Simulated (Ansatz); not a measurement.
Values for one crystal, relaxed and computed with r²SCAN+D4 (plane waves, PAW; program Ansatz); other levels are named.

- Volume per atom = 24.63 Å³
- Band gap = 1.18 eV (indirect)
- Smallest direct gap on the standard path = 1.64 eV
- Formation energy from the elements (no fitted shifts) = -6.1 kJ/mol of atoms
- Conduction-band minimum = at Γ
- Electron effective mass = 0.17 mₑ (isotropic)
- Valence-band maximum = at A

### Question
Pick the material that matches.
A) BN, P6_3/mmc (B on 2b, N on 2d)
B) Bi2Te3, R-3m (Bi on 6c, Te on 6c, Te on 3a)
C) WS2, P6_3/mmc (W on 2c, S on 4f)
D) CuI, P6_422 (Cu on 3d, I on 3c)

### Answer
D, CuI, P6_422 (Cu on 3d, I on 3c)

The start of the workflow was typed in or built on a structure type; neither database checked (COD, Materials Project) lists it. It is not the phase usual at ambient conditions (space group No. 216). The cell was relaxed with r²SCAN+D4 under the symmetry of its start; whether a distortion lowers the energy is not shown. The workflow began spin-polarised and lost its moments. The volume moved by -31 % from the start of the relaxation. Point labels and valley counts follow the cell and symmetry of the run, lower than the named group. The references are the lowest solids computed at this level, not always the standard phases. Spin–orbit coupling is left out wherever it is not named.

Potentials: the earlier of the program's two PAW sets.
